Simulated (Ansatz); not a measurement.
AlRu (CsCl type, Pm-3m) under volume change, PBE (plane waves, PAW; program Ansatz), scaled uniformly.

| V (Å³/atom) | E − E(relaxed) (meV/atom) | P (GPa) |
|---|---|---|
| 12.335 | 82.5 | 23.59 |
| 12.741 | 34.6 | 14.42 |
| 13.148 | 8.2 | 6.63 |
| 13.554 | 0.0 | 0.00 |
| 13.961 | 7.3 | -5.63 |
| 14.368 | 27.9 | -10.42 |
| 14.774 | 59.6 | -14.48 |

### Question
What does a third-order Birch–Murnaghan fit give for V₀, B₀ and B′?

### Answer
V₀ = 13.55 Å³/atom, B₀ = 203 GPa, B′ = 4.4.

The PBE relaxation kept the symmetry of its start. No spin polarisation was allowed.

Potentials: the later of the program's two PAW sets.
